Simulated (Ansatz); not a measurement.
HfGe2 in space group P6/mmm (No. 191; Hf on 1a, Ge on 2d) under volume change, the program Ansatz at the PBEsol level (PAW), shape and atoms relaxed at each volume.

```json
[
 {"V (Å³/atom)": "16.145", "E − E(relaxed) (meV/atom)": "56.4", "P (GPa)": "12.28"},
 {"V (Å³/atom)": "16.677", "E − E(relaxed) (meV/atom)": "23.6", "P (GPa)": "7.59"},
 {"V (Å³/atom)": "17.210", "E − E(relaxed) (meV/atom)": "5.4", "P (GPa)": "3.46"},
 {"V (Å³/atom)": "17.742", "E − E(relaxed) (meV/atom)": "0.0", "P (GPa)": "-0.09"},
 {"V (Å³/atom)": "18.274", "E − E(relaxed) (meV/atom)": "___", "P (GPa)": "___"},
 {"V (Å³/atom)": "18.807", "E − E(relaxed) (meV/atom)": "19.9", "P (GPa)": "-5.56"},
 {"V (Å³/atom)": "19.339", "E − E(relaxed) (meV/atom)": "___", "P (GPa)": "___"}
]
```

### Question
Complete the blanks.

### Answer

- 18.274, E − E(relaxed) (meV/atom): 5.4
- 18.274, P (GPa): -3.08
- 19.339, E − E(relaxed) (meV/atom): 42.0
- 19.339, P (GPa): -7.69

### Question
What does a third-order Birch–Murnaghan fit give for V₀, B₀ and B′?

### Answer
V₀ = 17.73 Å³/atom, B₀ = 107 GPa, B′ = 4.3.

The cell is a constructed one: a structure type filled with these elements; neither database checked (COD, Materials Project) lists it. COD files the formula under space group No. 63. Its standing as an ambient phase is unchecked. The cell keeps a stress of up to 0.2 GPa. Symmetry was held in the PBEsol relaxation; its stability against distortions is not shown here. The run is not spin-polarised. Scalar-relativistic: spin–orbit coupling is off unless named, which matters more the heavier the elements.

Potentials: the earlier of the program's two PAW sets. The files were generated under PBE; for other functionals the program regenerates the frozen cores, and for LDA and PBEsol the local potential too.
